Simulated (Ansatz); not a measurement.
CdTe:
```
CELL_PARAMETERS angstrom
      0.00000     3.27891     3.27891
      3.27891     0.00000     3.27891
      3.27891     3.27891     0.00000
ATOMIC_POSITIONS crystal
  Te 0.75000 0.75000 0.75000
  Cd 0.00000 0.00000 0.00000
```

Relaxed with r²SCAN. Special points in fractions of this cell's reciprocal vectors: Γ (0.000, 0.000, 0.000); X (0.500, 0.000, 0.500); U (0.625, 0.250, 0.625); K (0.375, 0.375, 0.750); L (0.500, 0.500, 0.500); W (0.500, 0.250, 0.750).

Task: List the band energies nearest the valence-band maximum at these points for DFT-r²SCAN with spin–orbit coupling in the program Ansatz with PAW potentials.

Result: In eV from the valence-band maximum; about four levels below and three above (degenerate sets whole), none deeper than 8.9 eV; points with the same levels are listed once.

```csv
k,below,above
Γ,0.00 0.00 0.00 0.00,0.90 0.90 4.58 4.58
X,-2.23 -2.23 -1.89 -1.89,2.70 2.70 2.74 2.74
U,-2.91 -2.61 -1.74 -1.71,2.96 3.00 4.46
L,-1.27 -1.27 -0.76 -0.76,1.94 1.94 5.28 5.28
W,-2.81 -2.35 -2.32 -2.29,4.07 4.44 4.68
```

Space group F-43m (zinc blende). The cell was relaxed with r²SCAN under the symmetry of its start.

Potentials: the later of the program's two PAW sets.
